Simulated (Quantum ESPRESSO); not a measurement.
```cif
data_F6LiRb2Tl
_chemical_formula_sum 'Li1 F6 Rb2 Tl1'
_space_group_name_H-M_alt 'P 1'
_space_group_IT_number 1
_cell_length_a 6.14568
_cell_length_b 6.14568
_cell_length_c 6.14568
_cell_angle_alpha 60.000
_cell_angle_beta 60.000
_cell_angle_gamma 60.000
loop_
_space_group_symop_operation_xyz
  'x, y, z'
loop_
_atom_site_label
_atom_site_type_symbol
_atom_site_fract_x
_atom_site_fract_y
_atom_site_fract_z
_atom_site_occupancy
Li1 Li 0.50000 0.50000 0.50000 1
F1 F 0.25371 0.25371 0.74629 1
F2 F 0.74629 0.74629 0.25371 1
F3 F 0.74629 0.25371 0.25371 1
F4 F 0.25371 0.74629 0.74629 1
F5 F 0.25371 0.74629 0.25371 1
F6 F 0.74629 0.25371 0.74629 1
Rb1 Rb 0.25000 0.25000 0.25000 1
Rb2 Rb 0.75000 0.75000 0.75000 1
Tl1 Tl 0.00000 0.00000 0.00000 1
```

The geometry is that of Materials Project entry mp-1113693, symmetrised and not relaxed again.

Task: What does norm-conserving LDA (Quantum ESPRESSO, 84 Ry, without SOC) give for the electronic structure near the Fermi level?

Result: The LDA gap is direct, 3.27 eV at Γ. Another valence extremum on the path lies within 0.02 eV, too close to call. Spin-orbit coupling is left out; with 6p states at a band edge it can lower the gap by many tenths of an eV, most of a small gap.

The structure is a Materials Project entry; no match was found in the copy of COD used, and its stability was not checked.
